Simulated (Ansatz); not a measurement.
An Ansatz (an electronic-structure program) run. Input:

Ansatz 0.2 input:
```yaml
crystal:
  lattice:
    - [4.0311129576, 0.0, 0.0]
    - [0.0, 4.0311129576, 0.0]
    - [0.0, 0.0, 4.0311129576]
  atoms:
    - { symbol: Sc, position: [0.0, 0.0, 0.0] }
    - { symbol: Al, position: [0.5, 0.0, 0.5] }
    - { symbol: Al, position: [0.0, 0.5, 0.5] }
    - { symbol: Al, position: [0.5, 0.5, 0.0] }
kpoints:
  mp_grid: { grid: [10, 10, 10] }
hamiltonian:
  xc: lda
  pseudopotentials: { azcp: { folder: ./paw }, kind: paw }
scf:
  occupations: { method: fermi_dirac, width: 0.1 }
phonons:
  method: dfpt
  response_accuracy: low
  eigenvectors: true
  rigid_motions: translations
```

Output (shortened):

```
zone centre: on kpoints.mp_grid the ground state, and the responses unless they are solved on pairs of k-points, stand on 216 of the mesh's 1000 k-points, …
Pseudopotentials: kind: paw
Pseudopotential: Sc, paw, valence charge 11
Pseudopotential: Al, paw, valence charge 3
Functional definition: SPW92
Crystal: 4 atoms, lattice volume = 65.505 Å³
Basis set: ecut = 420 eV, 1309 PW (Γ), exchange–correlation on 54×54×54 points (8 copies of the dense FFT grid, shifted against one another)
Bands: 14, of which v1, the nominal top of the filled ones, is band 10 counted from 1 (9 counted from 0)
Symmetry: 48 space group operations
k-points: 216 of 1000 (irreducible under 8 space group operations)
PAW frozen core: Sc, regenerated for the run's functional, and the local potential with it
PAW frozen core: Al, regenerated for the run's functional, and the local potential with it
Initial density: superposition of atomic densities (chi_scale 0.1, normalization cell, long waves kept (reshape's long-wave potential 0.00 eV rms))
Initial wavefunctions: pseudopotential atomic-orbital guess
Eigensolver: davidson
Functional: x = slater, c = lda
SCF iter   1: F=—  HF=-3630.062836 eV  |F-HF|=—  |Δ(HF+E_count)|=         —  Δρ=2.63e-2  dr2=9.84e-1  ethr=3.10e-3  ⟨swp⟩=5.4  Hψ=16397  notcnv=0
all-band conjugate gradients solve this SCF's bands
preconditioner: auto → Kerker (q_TF=auto, 2.239 Å⁻¹)
SCF iter   2: F=—  HF=-3629.799036 eV  |F-HF|=—  |Δ(HF+E_count)|=   2.64e-1  Δρ=1.64e-2  dr2=2.79e-1  ethr=3.10e-3  ⟨swp⟩=2.0  Hψ=5411  notcnv=0
SCF iter   3: F=—  HF=-3629.673272 eV  |F-HF|=—  |Δ(HF+E_count)|=   1.26e-1  Δρ=5.93e-3  dr2=4.13e-2  ethr=1.40e-3  ⟨swp⟩=3.0  Hψ=5667  notcnv=0
SCF iter   4: F=—  HF=-3629.660834 eV  |F-HF|=—  |Δ(HF+E_count)|=   1.24e-2  Δρ=1.01e-3  dr2=4.70e-4  ethr=2.07e-4  ⟨swp⟩=2.1  Hψ=4874  notcnv=0
SCF iter   5: F=—  HF=-3629.660647 eV  |F-HF|=—  |Δ(HF+E_count)|=   1.87e-4  Δρ=1.14e-4  dr2=9.80e-6  ethr=2.35e-6  ⟨swp⟩=2.7  Hψ=4390  notcnv=0
SCF iter   6: F=—  HF=-3629.660645 eV  |F-HF|=—  |Δ(HF+E_count)|=   1.92e-6  Δρ=1.36e-5  dr2=6.74e-8  ethr=4.90e-8  ⟨swp⟩=2.1  Hψ=3712  notcnv=0
SCF iter   7: F=—  HF=-3629.660644 eV  |F-HF|=—  |Δ(HF+E_count)|=   4.11e-7  Δρ=2.02e-6  dr2=1.91e-9  ethr=3.37e-10  ⟨swp⟩=1.5  Hψ=3298  notcnv=0
SCF iter   8: F=—  HF=-3629.660644 eV  |F-HF|=—  |Δ(HF+E_count)|=  1.35e-10  Δρ=2.61e-7  dr2=5.80e-11  ethr=9.56e-12  ⟨swp⟩=1.4  Hψ=3262  notcnv=0
SCF iter   9: F=-3629.660644 eV  HF=-3629.660644 eV  |F-HF|=2.27e-12  |Δ(HF+E_count)|=  1.59e-11  Δρ=5.93e-8  dr2=2.64e-12  ethr=1.00e-12  ⟨swp⟩=4.9  Hψ=11212  notcnv=0
SCF 1 converged in 9 iterations: F = -3629.660644 eV  dr2 = 2.64e-12
DFPT response loops at Γ: preconditioner auto → Kerker (q_TF=auto, 2.239 Å⁻¹) (partly filled bands, converged f_vac=0.000) …
SCF converged after 9 iterations
Free energy (F): -3629.660644 eV
Harris-Foulkes:  -3629.660644 eV  (|F-HF|=2.27e-12)
Internal energy: -3629.618173 eV  (E = F + TS)
E sigma→0 (E₀):  -3629.639409 eV
Entropy (-TS):   -0.042471 eV (-10.618 meV/atom)
Fermi energy:    9.425538 eV
--- Per-component energies (eV) ---
  E_band       = -118.952107
  E_kinetic    = 282.109825
  E_local      = -998.175192  (includes V_loc(G=0)·N_el)
  E_nonlocal   = 178.414064
  E_hartree    = 400.905172
  E_xc         = -199.913782
  E_vxc        = -197.122289  (∫ρ·V_xc dr)
  E_paw        = -2281.240698  (= ΣΔE_a)
  E_vpaw       = -185.988826  (= ΣTr[D̂ρ^β])
  E_aug_tail   = 0.000012  (compensation charges beyond the density's cutoff)
  E_ewald      = -1012.189648
  E_core_change = 0.472073  (= ΣΔE_core)
  E_smearing   = -0.042471  (= −TS)
  E_closure    = 0.000000  (closes the sum)
  Σ components = -3629.660644   (vs F -3629.660644, Δ=0.00e0)
  [band-id]    e_kinetic+e_local+e_nonlocal+2·e_hartree+e_vxc+e_vpaw+e_augmentation_tail = -118.952062   (vs E_band -118.952107, Δ=4.45e-5)
--- Band table (eV; the first three rows and the last of 216) ---
  k-point 0: bands = ["-38.9253", "-17.9195", "-17.9195", "-17.9195", "-0.7763", "6.7353", "6.7353", "7.6310", "7.6310", "7.6310", "10.7051", "10.7116", "10.7116", "10.7116"]
  k-point 1: bands = ["-38.9251", "-17.9234", "-17.9192", "-17.9192", "-0.6812", "5.9841", "6.8082", "7.6366", "7.6366", "8.1217", "10.6642", "10.6642", "10.7421", "11.1037"]
  k-point 2: bands = ["-38.9247", "-17.9336", "-17.9184", "-17.9184", "-0.3990", "4.8227", "7.0198", "7.6480", "7.6480", "8.7471", "10.5698", "10.5698", "10.8248", "11.9203"]
  k-point 215: bands = ["-38.9204", "-17.9489", "-17.9489", "-17.9489", "4.5472", "4.5472", "4.5472", "4.8537", "6.4918", "6.4918", "6.4918", "10.4710", "12.0683", "12.0683"]
  band table: 14 of 14 bands, residual norms ≤ 1.0e-3 eV
--- Phonons (Γ-DFPT): 3 representative perturbations + reference, on 216 of 1000 k-points (Σ response iterations 9) ---
  k mesh reduced under 8 symmetry operations, with k and −k counted as one. Each operation leaves every solved displacement unchanged or reverses it
  ASR residual: 6.203e-4 → 0.000e0 eV/Å²; symmetrization residual: 4.746e-5 eV/Å²
  ASR residual per site (eV/Å²): 6.20e-4 5.38e-5 5.38e-5 5.38e-5
  Γ frequencies (cm⁻¹): 0.00 0.00 0.00 247.48 247.48 247.48 261.98 261.98 261.98 342.30 342.30 342.30
  non-analytic LO–TO correction: not included (Born effective charges unavailable; polar crystals: no LO–TO splitting at Γ)
```

Cost: very roughly 70 core-seconds on shared cores.

Space group Pm-3m (Cu3Au type). Symmetry was held in the LDA relaxation. The run is not spin-polarised. As this level gives no gap, phonon frequencies hold no LO–TO term and depend on the k-mesh and smearing (Fermi–Dirac, 0.1 eV here).

Potentials: the earlier of the program's two PAW sets. The files were generated under PBE; for other functionals the program regenerates the frozen cores, and for LDA and PBEsol the local potential too.

Ansatz is a plane-wave DFT program.
